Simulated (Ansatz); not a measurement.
# ZrBr: what symmetry allows forces and stress to be

```
CELL_PARAMETERS angstrom
3.35310 0.00000 0.00000
-1.67655 2.90387 0.00000
0.00000 0.00000 9.39632
ATOMIC_POSITIONS crystal
Zr 0.66667 0.33333 0.61634
Zr 0.33333 0.66667 0.38580
Br 0.66667 0.33333 0.18307
Br 0.33333 0.66667 0.81479
```

All numbers below come from Ansatz, DFT PBEsol, scalar-relativistic, plane waves, PAW.

Cutoff 420 eV; k points 15×15×4 on the computed 4-atom cell (Γ-centred); Gaussian smearing, width 0.10 eV; no spin polarisation.

This distorted cell has space group P3m1, with 6 operations.

Task: Without a calculation: in which directions can each atom feel a force?

Result: A force must be left unchanged by every operation that keeps its atom in place, so it lies in the space that those operations leave fixed. Atoms that the group maps onto each other feel forces of one size.
```csv
atom,site symmetry,operations at the site,equivalent to atom,allowed force (Cartesian)
Zr1,3m.,6,1,"along (0.00, 0.00, 1.00)"
Zr2,3m.,6,2,"along (0.00, 0.00, 1.00)"
Br3,3m.,6,3,"along (0.00, 0.00, 1.00)"
Br4,3m.,6,4,"along (0.00, 0.00, 1.00)"
```

That leaves 4 independent force components of 12, tied by 1 condition that the forces sum to zero, so 3 remain. A relaxation in this cell that keeps the symmetry moves the atoms in these directions alone.

Task: And the stress tensor?

Result: It must be invariant under the point group, which leaves 2 independent components: yz, xz, xy vanish; xx = yy.

Task: Do the computed values obey this?

Result: Yes. Forces (eV/Å):
```
Zr1  0.000  0.000  2.026
Zr2  0.000  0.000 -2.380
Br3  0.000  0.000 -0.426
Br4  0.000  0.000  0.780
```

Stress (GPa, compression positive, xx yy zz yz xz xy): 5.63 5.63 14.92 0.00 0.00 0.00. The program imposes the same operations on density, forces and stress, so this confirms the analysis and is no independent test of the calculation.

The cell holds layers, and where no dispersion correction was added their binding is poorly described.